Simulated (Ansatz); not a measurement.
## Wurtzite alloy of AlN and BN (9 of 48 Al sites exchanged), 96 atoms

Method: DFT, r2SCAN, PAW, plane waves in Ansatz 0.2.0.

The input as it was run:

```yaml
crystal:
  lattice:
    - [9.040101, 0.000000, 0.000000]
    - [0.000000, 10.456387, 0.000000]
    - [0.000000, 0.000000, 9.666545]
  atoms:
    - { symbol: B, position: [0.171539, 0.078973, 0.255773] }
    - { symbol: B, position: [0.504542, 0.082383, 0.246120] }
    - { symbol: B, position: [0.505193, 0.076470, 0.747022] }
    - { symbol: B, position: [0.829638, 0.080561, 0.749284] }
    - { symbol: B, position: [0.500471, 0.584876, 0.754730] }
    - { symbol: B, position: [0.829737, 0.582781, 0.254536] }
    - { symbol: B, position: [0.167981, 0.414464, 0.004712] }
    - { symbol: B, position: [0.664585, 0.160533, 0.493960] }
    - { symbol: B, position: [0.500907, 0.924933, 0.997917] }
    - { symbol: Al, position: [0.170535, 0.082549, 0.745755] }
    - { symbol: Al, position: [0.003252, 0.334300, 0.242317] }
    - { symbol: Al, position: [0.996701, 0.329030, 0.754337] }
    - { symbol: Al, position: [0.332272, 0.325174, 0.242281] }
    - { symbol: Al, position: [0.336304, 0.332079, 0.754654] }
    - { symbol: Al, position: [0.166759, 0.581580, 0.244342] }
    - { symbol: Al, position: [0.168830, 0.576580, 0.753489] }
    - { symbol: Al, position: [0.996352, 0.835267, 0.249579] }
    - { symbol: Al, position: [0.001080, 0.835154, 0.749540] }
    - { symbol: Al, position: [0.827831, 0.085575, 0.250290] }
    - { symbol: Al, position: [0.660795, 0.328572, 0.252413] }
    - { symbol: Al, position: [0.664197, 0.325473, 0.742091] }
    - { symbol: Al, position: [0.503630, 0.582126, 0.249080] }
    - { symbol: Al, position: [0.339820, 0.845416, 0.243480] }
    - { symbol: Al, position: [0.343161, 0.838133, 0.754580] }
    - { symbol: Al, position: [0.824829, 0.582041, 0.748057] }
    - { symbol: Al, position: [0.667295, 0.836346, 0.242622] }
    - { symbol: Al, position: [0.658161, 0.841452, 0.754962] }
    - { symbol: Al, position: [0.993426, 0.165646, 0.495907] }
    - { symbol: Al, position: [0.004831, 0.167890, 0.998324] }
    - { symbol: Al, position: [0.344845, 0.163728, 0.489525] }
    - { symbol: Al, position: [0.336075, 0.159620, 0.002273] }
    - { symbol: Al, position: [0.167340, 0.415055, 0.498555] }
    - { symbol: Al, position: [0.996130, 0.665211, 0.491940] }
    - { symbol: Al, position: [0.998149, 0.658393, 0.005589] }
    - { symbol: Al, position: [0.661041, 0.158389, 0.989041] }
    - { symbol: Al, position: [0.499429, 0.413678, 0.505345] }
    - { symbol: Al, position: [0.496148, 0.417584, 0.992378] }
    - { symbol: Al, position: [0.338881, 0.666517, 0.504310] }
    - { symbol: Al, position: [0.337054, 0.666971, 0.993097] }
    - { symbol: Al, position: [0.168981, 0.917217, 0.493018] }
    - { symbol: Al, position: [0.172261, 0.921427, 0.005239] }
    - { symbol: Al, position: [0.830572, 0.410985, 0.492387] }
    - { symbol: Al, position: [0.832181, 0.419827, 0.003906] }
    - { symbol: Al, position: [0.664238, 0.665854, 0.498259] }
    - { symbol: Al, position: [0.663381, 0.669757, 0.999179] }
    - { symbol: Al, position: [0.505328, 0.926225, 0.496726] }
    - { symbol: Al, position: [0.827401, 0.925045, 0.505769] }
    - { symbol: Al, position: [0.831981, 0.920856, 0.991866] }
    - { symbol: N, position: [0.016485, 0.157356, 0.195702] }
    - { symbol: N, position: [0.980554, 0.155448, 0.693251] }
    - { symbol: N, position: [0.336173, 0.146246, 0.201380] }
    - { symbol: N, position: [0.359244, 0.159094, 0.690759] }
    - { symbol: N, position: [0.169694, 0.415258, 0.169862] }
    - { symbol: N, position: [0.166030, 0.408569, 0.689377] }
    - { symbol: N, position: [0.980823, 0.657322, 0.201250] }
    - { symbol: N, position: [0.997479, 0.665290, 0.687869] }
    - { symbol: N, position: [0.646533, 0.158837, 0.184967] }
    - { symbol: N, position: [0.662298, 0.147821, 0.683592] }
    - { symbol: N, position: [0.498399, 0.415821, 0.186015] }
    - { symbol: N, position: [0.499539, 0.435261, 0.700821] }
    - { symbol: N, position: [0.336513, 0.673189, 0.186816] }
    - { symbol: N, position: [0.351462, 0.660338, 0.703376] }
    - { symbol: N, position: [0.165577, 0.934931, 0.200534] }
    - { symbol: N, position: [0.171645, 0.914040, 0.687210] }
    - { symbol: N, position: [0.828798, 0.430985, 0.200358] }
    - { symbol: N, position: [0.831860, 0.414566, 0.686504] }
    - { symbol: N, position: [0.683495, 0.658878, 0.195112] }
    - { symbol: N, position: [0.646551, 0.664836, 0.696352] }
    - { symbol: N, position: [0.504252, 0.938853, 0.174797] }
    - { symbol: N, position: [0.500206, 0.937523, 0.689814] }
    - { symbol: N, position: [0.834079, 0.921416, 0.184497] }
    - { symbol: N, position: [0.831388, 0.932863, 0.702528] }
    - { symbol: N, position: [0.167330, 0.084459, 0.422734] }
    - { symbol: N, position: [0.168141, 0.083560, 0.935710] }
    - { symbol: N, position: [0.001806, 0.332527, 0.435088] }
    - { symbol: N, position: [0.015874, 0.343517, 0.951764] }
    - { symbol: N, position: [0.520228, 0.089614, 0.418720] }
    - { symbol: N, position: [0.498664, 0.066724, 0.921395] }
    - { symbol: N, position: [0.333652, 0.332504, 0.436538] }
    - { symbol: N, position: [0.314765, 0.336486, 0.950236] }
    - { symbol: N, position: [0.169763, 0.583926, 0.439313] }
    - { symbol: N, position: [0.167611, 0.564165, 0.949996] }
    - { symbol: N, position: [0.994237, 0.837746, 0.443029] }
    - { symbol: N, position: [0.006195, 0.828700, 0.945004] }
    - { symbol: N, position: [0.811061, 0.094042, 0.443596] }
    - { symbol: N, position: [0.835217, 0.087531, 0.916770] }
    - { symbol: N, position: [0.662284, 0.309420, 0.451282] }
    - { symbol: N, position: [0.666439, 0.328889, 0.937440] }
    - { symbol: N, position: [0.500985, 0.578556, 0.439057] }
    - { symbol: N, position: [0.501933, 0.583868, 0.920620] }
    - { symbol: N, position: [0.340639, 0.835093, 0.438320] }
    - { symbol: N, position: [0.353081, 0.845377, 0.951211] }
    - { symbol: N, position: [0.828324, 0.579739, 0.421554] }
    - { symbol: N, position: [0.829241, 0.585414, 0.937856] }
    - { symbol: N, position: [0.667304, 0.834045, 0.438886] }
    - { symbol: N, position: [0.645526, 0.845593, 0.951031] }
  symmetry: { detect: false }
kpoints:
  mp_grid: { grid: [1, 1, 1], shift: [0.25, 0.25, 0.25] }
hamiltonian:
  xc: r2scan
scf:
  occupations: { method: fermi_dirac, width: 0.01 }
output:
  forces: true
  eigenvalues: true
  populations: true
  eigenstates: { kpoints: [[0.25, 0.25, 0.25]], e_range: [-6.0, 6.0], localisation: true }
```

Command:

```sh
ansatz run in.yaml --threads 4 --pin off --max-ram 38950MiB --runs-dir r --events-out ev --progress --plain --backend cuda --devices 0, --max-vram 37GiB
```

Output (machine lines and repeated set-up lines are left out; […] marks rows cut from tables):

```
Pseudopotentials: kind: paw
Functional definition: r2SCAN
  parameter k0 = 0.174
  parameter k1 = 0.065
  parameter a1 = 4.9479
  exchange = r2scan_x(k0 = k0, k1 = k1, a1 = a1)
  correlation = r2scan_c
Crystal: 96 atoms, lattice volume = 913.748 Å³
Basis set: ecut = 500 eV, 23165 PW (Γ), exchange–correlation on 288×320×288 points (64 copies of the dense FFT grid, shifted against one another)
Bands: 288, of which v1, the nominal top of the filled ones, is band 192 counted from 1 (191 counted from 0)
Symmetry: 1 space group operations
k-points: 1
Non-local potential: B, projectors of the file, l = 0: 2, l = 1: 2, l = 2: 1
Non-local potential: Al, projectors of the file, l = 0: 2, l = 1: 2, l = 2: 1
Non-local potential: N, projectors of the file, l = 0: 2, l = 1: 2, l = 2: 1
PAW form: soft (Blöchl's): semilocal exchange-correlation on the pseudo side does not see the compensation charge
PAW frozen core: B, regenerated for the run's functional (the file was generated under x = pbe(κ = 0.804, μ = 0.2195149727645171), c = pbe(β = 0.06672455060314922))
PAW frozen core: Al, regenerated for the run's functional (the file was generated under x = pbe(κ = 0.804, μ = 0.2195149727645171), c = pbe(β = 0.06672455060314922))
PAW frozen core: N, regenerated for the run's functional (the file was generated under x = pbe(κ = 0.804, μ = 0.2195149727645171), c = pbe(β = 0.06672455060314922))
PAW one-centre angular grid: B, 302 points (default); XC on 160 Gauss nodes
PAW one-centre angular grid: Al, 302 points (default); XC on 160 Gauss nodes
PAW one-centre angular grid: N, 302 points (default); XC on 160 Gauss nodes
Initial density: superposition of atomic densities (neutral atoms: chi_scale 0, normalization atom), corrected by the library's trained network
Initial wavefunctions: pseudopotential atomic-orbital guess
Functional: x = r2scan, c = r2scan; τ floored in thin density (d = 2e-4 eV/Å³)
SCF iter   1: F=—  HF=-41088.262223 eV  |F-HF|=—  |Δ(HF+E_count)|=         —  Δρ=7.76e-3  dr2=5.97e-1  dr2_τ=8.35e0  ethr=1.77e-3  ⟨swp⟩=6.0  Hψ=1316  notcnv=0  defer=48
preconditioner: auto → Resta (q_TF=auto, 2.361 Å⁻¹)  ε∞=3.7  [insulator: Δε(μ)=5.256 eV  Ē_g=14.667 eV  σ=0.010 eV  W_gap=1.00  n_scr=198 (ndim 8)  ℏωp=24.1 eV  f_vac=0.000  D(μ)=0.00/eV (n_scr^D=0)  ε∞_Penn≈3.7]
SCF iter   2: F=—  HF=-41091.770065 eV  |F-HF|=—  |Δ(HF+E_count)|=    3.51e0  Δρ=5.48e-3  dr2=2.18e-1  dr2_τ=5.86e-3  ethr=1.55e-4  ⟨swp⟩=3.0  Hψ=532  notcnv=0  defer=92
SCF iter   3: F=—  HF=-41091.742269 eV  |F-HF|=—  |Δ(HF+E_count)|=   2.78e-2  Δρ=1.49e-3  dr2=1.76e-2  dr2_τ=3.18e-3  ethr=5.67e-5  ⟨swp⟩=3.0  Hψ=364  notcnv=0  defer=92
SCF iter   4: F=—  HF=-41091.739097 eV  |F-HF|=—  |Δ(HF+E_count)|=   3.17e-3  Δρ=4.92e-4  dr2=1.96e-3  dr2_τ=5.87e-4  ethr=4.59e-6  ⟨swp⟩=2.0  Hψ=391  notcnv=0  defer=92
SCF iter   5: F=—  HF=-41091.739863 eV  |F-HF|=—  |Δ(HF+E_count)|=   7.66e-4  Δρ=1.59e-4  dr2=2.29e-4  dr2_τ=6.72e-6  ethr=5.09e-7  ⟨swp⟩=2.0  Hψ=367  notcnv=0  defer=92
SCF iter   6: F=—  HF=-41091.739867 eV  |F-HF|=—  |Δ(HF+E_count)|=   4.71e-6  Δρ=4.61e-5  dr2=1.64e-5  dr2_τ=2.30e-6  ethr=5.96e-8  ⟨swp⟩=2.0  Hψ=380  notcnv=0  defer=92
SCF iter   7: F=—  HF=-41091.740278 eV  |F-HF|=—  |Δ(HF+E_count)|=   4.11e-4  Δρ=1.06e-5  dr2=9.01e-7  dr2_τ=1.10e-7  ethr=4.26e-9  ⟨swp⟩=2.0  Hψ=433  notcnv=0  defer=92
SCF iter   8: F=-41091.740278 eV  HF=-41091.740278 eV  |F-HF|=1.63e-8  |Δ(HF+E_count)|=   1.19e-7  Δρ=3.07e-6  dr2=7.58e-8  dr2_τ=1.07e-8  ethr=2.60e-11  ⟨swp⟩=16.0  Hψ=1979  notcnv=0
SCF 1 converged in 8 iterations: F = -41091.740278 eV  dr2 = 7.58e-8
  greatest PAW one-centre occupation: 0.801 electrons in one spin orbital (limit 2), on the N atom at site 73 (counted from 0), in its partial waves of l = 0
NSCF: frozen V_eff on 1 k-points
SCF converged after 8 iterations
Free energy (F): -41091.740278 eV
Harris-Foulkes:  -41091.740278 eV  (|F-HF|=1.63e-8)
Internal energy: -41091.740278 eV  (E = F + TS)
E sigma→0 (E₀):  -41091.740278 eV
Fermi energy:    10.032994 eV
--- Per-component energies (eV) ---
  E_band       = 627.245380
  E_kinetic    = 7897.067240
  E_local      = -10865.297529  (includes V_loc(G=0)·N_el)
  E_nonlocal   = 2620.841690
  E_hartree    = 3785.665060
  E_xc         = -4677.805156
  E_vxc        = -5785.290504  (∫ρ·V_xc dr)
  E_paw        = -25379.956204  (= ΣΔE_a)
  E_vpaw       = -1123.682205  (= ΣTr[D̂ρ^β])
  E_aug_tail   = 0.000865  (compensation charges beyond the density's cutoff)
  E_vtau       = 312.296249  (kinetic-family band-sum trace: ∫τ·v_τ [+ j·A + Jᵃ·Aᵃ] dr)
  E_ewald      = -14468.326952
  E_core_change = -3.929292  (= ΣΔE_core)
  E_smearing   = -0.000000  (= −TS)
  E_closure    = 0.000000  (closes the sum)
  Σ components = -41091.740278   (vs F -41091.740278, Δ=0.00e0)
--- Forces (eV/Å), atoms counted from 1 ---
  atom   1  B      0.01083922    -0.07764542     0.05743846
  atom   2  B      0.04251345    -0.00350068    -0.02255768
  atom   3  B      0.00032415    -0.10174602    -0.04596067
  atom   4  B      0.02870243    -0.05852302     0.04589258
  atom   5  B     -0.01444769     0.00425501     0.05375079
  atom   6  B     -0.00199845     0.01519027     0.04486329
  atom   7  B     -0.00503237    -0.01138740     0.06169520
  atom   8  B      0.07088057     0.01481313    -0.08926246
  atom   9  B      0.01366438    -0.02377787    -0.04694847
  atom  10  Al    -0.00823371    -0.10157417     0.08732544
  atom  11  Al     0.04798969     0.01176231     0.05007981
  atom  12  Al     0.01270938     0.04908391    -0.02619940
  atom  13  Al     0.02639752     0.03320290     0.02491142
  atom  14  Al    -0.04815568     0.05969350     0.01507169
  atom  15  Al    -0.01290288    -0.00415260     0.02192427
  atom  16  Al     0.00937244    -0.06685193     0.01696754
  atom  17  Al    -0.07428596     0.05555765     0.05853409
  atom  18  Al     0.03727553     0.00917293     0.02638566
  atom  19  Al    -0.01935646    -0.08577338     0.01621916
  atom  20  Al    -0.07138520     0.00908333    -0.00928891
  atom  21  Al     0.04893622     0.06876081     0.05832459
  atom  22  Al     0.00825370    -0.04132945     0.03711009
  atom  23  Al    -0.02896709     0.01082838     0.03378921
  atom  24  Al     0.00514571     0.05855515     0.00836017
  atom  25  Al     0.00863399    -0.02872440     0.05429465
  atom  26  Al     0.09756975     0.03482217     0.02463390
  atom  27  Al    -0.04767198     0.08544252     0.03542165
  atom  28  Al    -0.05767306     0.05551588    -0.00752461
  atom  29  Al     0.10335986    -0.01158398    -0.01634843
  atom  30  Al     0.02378570     0.07002556    -0.04421004
  atom  31  Al    -0.10765901    -0.04376648    -0.01860337
  atom  32  Al    -0.00114464    -0.02291569    -0.00036967
  atom  33  Al     0.03338118     0.01797652     0.00121251
  atom  34  Al    -0.06845029    -0.01496666    -0.00102825
  atom  35  Al    -0.00593040     0.01924565    -0.04074962
  atom  36  Al    -0.03879511     0.02994057    -0.02120997
  atom  37  Al    -0.00483867    -0.00376468     0.02617047
  atom  38  Al     0.02666515    -0.03082263    -0.04337112
  atom  39  Al     0.05169219    -0.02554468     0.05114542
  atom  40  Al    -0.00498546    -0.02278220     0.00135695
  atom  41  Al     0.00078273     0.07179391    -0.00959476
  atom  42  Al     0.04704261    -0.04501709     0.02905562
  atom  43  Al     0.01071146     0.06592099    -0.00422516
  atom  44  Al    -0.06532112    -0.00986798    -0.05273813
  atom  45  Al     0.03846154    -0.04161093    -0.02020383
  atom  46  Al     0.02895730    -0.02558289    -0.02494323
  atom  47  Al    -0.02934819    -0.00756116    -0.02113007
  atom  48  Al    -0.01341029     0.00779839     0.04700288
  atom  49  N     -0.25971028     0.17837777    -0.12571862
  atom  50  N      0.23539098     0.15532681    -0.10929753
  atom  51  N     -0.00506746     0.26500679    -0.19152548
  atom  52  N     -0.24145317     0.14212898    -0.08141116
  atom  53  N     -0.02263982    -0.01491071     0.23475067
  atom  54  N      0.01127753     0.01687318    -0.01280909
  atom  55  N      0.24665113     0.12248516    -0.13798908
  atom  56  N     -0.02089365     0.01442424    -0.00393790
  atom  57  N      0.22349681     0.12611957    -0.07611647
  atom  58  N     -0.01550565     0.22755300     0.08745602
  atom  59  N      0.01495664    -0.00913640     0.01124307
  atom  60  N     -0.01264122    -0.30797397    -0.12972500
  atom  61  N      0.00669270    -0.02161513    -0.03158890
  atom  62  N     -0.20296557     0.12242043    -0.10673155
  atom  63  N      0.03555467    -0.23403674    -0.11911230
  atom  64  N     -0.01377428     0.02520331     0.01207825
  atom  65  N      0.01346280    -0.28149315    -0.13229661
  atom  66  N     -0.01305901    -0.00970178     0.00555743
  atom  67  N     -0.25319419     0.13253508    -0.11149671
  atom  68  N      0.24388202     0.10236060    -0.10116308
  atom  69  N     -0.02364702    -0.24207702     0.18474951
  atom  70  N      0.01401487    -0.23107975    -0.06044521
  atom  71  N     -0.01513581    -0.00686653     0.02252816
  atom  72  N     -0.00359081    -0.23247550    -0.11262623
  atom  73  N      0.00861531    -0.03830707     0.22273416
  atom  74  N      0.00899785    -0.01256441     0.01921339
  atom  75  N     -0.01689743     0.00227237     0.01102981
  atom  76  N     -0.23349045    -0.15979574    -0.10403424
  atom  77  N     -0.22929836    -0.13590976     0.19818378
  atom  78  N      0.03096717     0.24876247     0.20126833
  atom  79  N      0.00579333    -0.02175007     0.02865346
  atom  80  N      0.26170853    -0.10858272    -0.12774407
  atom  81  N     -0.02061933    -0.01664156     0.00057832
  atom  82  N     -0.00907504     0.27534539    -0.11985291
  atom  83  N      0.03286052    -0.00249531    -0.02977845
  atom  84  N     -0.01213663     0.02143701    -0.02681129
  atom  85  N      0.21130550    -0.12854339    -0.08638473
  atom  86  N     -0.03936101    -0.02567532     0.27175968
  atom  87  N      0.00586547     0.26767880    -0.09237742
  atom  88  N     -0.02645910    -0.01648194    -0.00692970
  atom  89  N      0.01710067     0.02928004    -0.00544563
  atom  90  N     -0.01898861     0.00824385     0.25790703
  atom  91  N     -0.01942178     0.04625263     0.00619963
  atom  92  N     -0.23198180    -0.12593215    -0.11035394
  atom  93  N      0.00760260     0.01057587     0.23983505
  atom  94  N      0.01315151    -0.00531785    -0.00058310
  atom  95  N     -0.01709106     0.03118861     0.03693232
  atom  96  N      0.22472312    -0.13015102    -0.11999207
  max |Σ_I F_I| component: 8.49e-4 eV/Å
--- Band table (eV) ---
  k-point 0: bands = ["-9.2253", "-8.8436", "-8.7674", "-8.6334", "-8.3663", "-8.3313", "-8.1599", "-7.9660", "-7.8122", "-7.7686", "-7.6135", "-7.5344", "-7.4750", "-7.3431", "-7.2454", "-7.2073", "-7.1807", "-7.1002", "-7.0129", "-6.9515", "-6.9026", "-6.8546", "-6.8009", "-6.7818", "-6.7270", "-6.7067", "-6.6810", "-6.6486", "-6.5654", "-6.5448", "-6.5081", "-6.4907", "-6.4569", "-6.4456", "-6. …
--- Löwdin populations: 96 sites ---
  site symbol       q [e]
     0      B      2.6203
     1      B      2.6410
     2      B      2.6433
     3      B      2.6271
     4      B      2.6233
     5      B      2.6155
     6      B      2.6218
     7      B      2.6352
     8      B      2.6355
     9     Al      1.8499
    10     Al      1.8480
    11     Al      1.8467
    12     Al      1.8226
    13     Al      1.8685
    14     Al      1.8365
    15     Al      1.8426
    16     Al      1.8302
    17     Al      1.8422
    18     Al      1.8473
    19     Al      1.8477
    20     Al      1.8415
    21     Al      1.8397
    22     Al      1.8298
    23     Al      1.8364
    24     Al      1.8414
    25     Al      1.8311
    26     Al      1.8365
    27     Al      1.8397
    28     Al      1.8536
    29     Al      1.8343
    30     Al      1.8351
    31     Al      1.8344
    32     Al      1.8334
    33     Al      1.8457
    34     Al      1.8402
    35     Al      1.8456
    36     Al      1.8340
    37     Al      1.8305
    38     Al      1.8478
    39     Al      1.8381
    40     Al      1.8423
    41     Al      1.8336
    42     Al      1.8470
    43     Al      1.8407
    44     Al      1.8403
    45     Al      1.8307
    46     Al      1.8283
    47     Al      1.8356
    48      N      5.8901
    49      N      5.8778
    50      N      5.7333
    51      N      5.8698
    52      N      5.9107
    53      N      6.1032
    54      N      5.8942
    55      N      6.0784
    56      N      5.8801
    57      N      5.5780
    58      N      6.1047
    59      N      5.8893
    60      N      6.0817
    61      N      5.8768
    62      N      5.8911
    63      N      6.1013
    64      N      5.8906
    65      N      6.1011
    66      N      5.8892
    67      N      5.8860
    68      N      5.7202
    69      N      5.8970
    70      N      6.1159
    71      N      5.8859
    72      N      5.8905
    73      N      6.1248
    74      N      6.1136
    75      N      5.8860
    76      N      5.7269
    77      N      5.7215
    78      N      6.1077
    79      N      5.8908
    80      N      6.0956
    81      N      5.8939
    82      N      6.0997
    83      N      6.0782
    84      N      5.8909
    85      N      5.8960
    86      N      5.8810
    87      N      6.0874
    88      N      6.1165
    89      N      5.9141
    90      N      6.0935
    91      N      5.8926
    92      N      5.9004
    93      N      6.1179
    94      N      6.0972
    95      N      5.8886
  spilling = 0.007906 (of n_electrons = 384.000000)
```

Absolute energies hang on the potentials; compare differences alone.

Time: 7.3 s of wall time on one NVIDIA H100 with 4 processor threads, on a host shared with other runs; peak host memory 2.5 GiB.
